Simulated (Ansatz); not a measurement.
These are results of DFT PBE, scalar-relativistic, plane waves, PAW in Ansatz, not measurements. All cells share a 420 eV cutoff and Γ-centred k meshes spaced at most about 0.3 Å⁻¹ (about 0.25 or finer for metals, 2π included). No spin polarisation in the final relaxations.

Temperature and zero-point effects are left out.

Compare these two cells of Al3C2, each relaxed at this level.

1.

```
CELL_PARAMETERS angstrom
3.13792 0.00000 0.00000
-1.56896 2.71752 0.00000
0.00000 0.00000 6.83270
ATOMIC_POSITIONS crystal
Al 0.00000 0.00000 0.00000
Al 0.33333 0.66667 0.69020
Al 0.66667 0.33333 0.30980
C 0.33333 0.66667 0.18346
C 0.66667 0.33333 0.81654
```

2.

```
CELL_PARAMETERS angstrom
1.56903 0.90588 6.73935
-1.56903 0.90588 6.73935
0.00000 -1.81176 6.73935
ATOMIC_POSITIONS crystal
Al 0.00000 0.00000 0.00000
Al 0.22830 0.22830 0.22830
Al 0.77170 0.77170 0.77170
C 0.39540 0.39540 0.39540
C 0.60460 0.60460 0.60460
```

Task: Which form is favoured at zero pressure, and by what margin per atom?

Result: Cell 2 is lower, by 61 meV/atom. Cell 1 has space group P-3m1 (No. 164), 11.7 Å³/atom and no gap on its mesh; cell 2 has the anti-tetradymite type, space group R-3m (No. 166), 11.5 Å³/atom and no gap. Even the lower one lies +0.16 eV/atom against the reference forms of the elements (uncorrected), so neither is stable at this level. In cell 1, around Al on a site of symmetry -3m lie 6 C at 2.20 Å; Al on a site of symmetry 3m is surrounded by 3 C at 2.01 Å; C is surrounded by 3 Al at 2.01 Å and 3 Al at 2.20 Å. In cell 2, Al on a site of symmetry -3m has 6 C at 2.20 Å; around Al on a site of symmetry 3m lie 3 C at 2.01 Å; around C lie 3 Al at 2.01 Å and 3 Al at 2.20 Å. Both come from invented guesses.

No dispersion correction is applied, so the spacing and binding between layers, chains or molecules are poorly described (P-3m1, R-3m), and this can change margins and order among such cells. In P-3m1, R-3m an odd number of electrons in the primitive cell allows no gap without spin; a larger cell or a magnetic state could open one. With atoms moved at random, R-3m came back. Other cells relaxed within their symmetry can be saddle points.
